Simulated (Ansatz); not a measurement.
**Compressing SiO₂: a fit and a missing row**

SiO₂, P-4m2, a = 6.911 Å, c = 6.421 Å. This isn't the usual stable structure of the compound. Ansatz: r2SCAN, PAW, 500 eV, Γ-centred 4×4×4 mesh on 15 atoms, Gaussian smearing 0.02 eV; no spin polarisation. Shape and atoms are relaxed at each volume; pressure is positive in compression.

```tsv
V (Å³/atom)	P (GPa)
17.992	?
18.605	9.23
19.219	5.97
19.832	2.86
20.446	0.00
21.059	-2.60
21.672	-4.93
22.490	-7.63
```

Q: Take V0 = 20.446 Å³/atom, fit the third-order Birch–Murnaghan form to the other rows, and predict the missing pressure.

A: With the Eulerian strain f = ½[(V0/V)^(2/3) − 1] and y = P/[3f(1 + 2f)^(5/2)], the form is the line y = B0 + 1.5 B0 (B0′ − 4) f. Rows (f, y): 0.03246, 81.0; 0.02106, 85.2; 0.01027, 88.2; -0.00975, 93.4; -0.01904, 95.1; -0.03077, 96.9. Means f = 0.0007050, y = 89.967; Σ(Δf)² = 0.003004, ΣΔfΔy = -0.7541; the slope is their ratio. y = 90.14 − 251.0 f GPa, so B0 = 90.1 GPa and B0′ = 4 + 2 × (-251.0)/(3 × 90.14) = 2.14. At V = 17.992, f = 0.04449, y = 78.97 and P = 13.04 GPa. The run gave 12.24 GPa, so the fit is 0.80 GPa too high, 4 % of the span of the series, against an rms of 0.06 GPa on the fitted rows. The row lies outside the fitted range. The points of y bend away from a line: a fourth-order term fitted to them gives P = 12.60 GPa at this row's volume (the line 13.04, the run 12.24).

Cost: 8 runs of about 29 core-minutes in all, on Oxide Virtual Turin-like Processor (Zen 5) (shared hosts).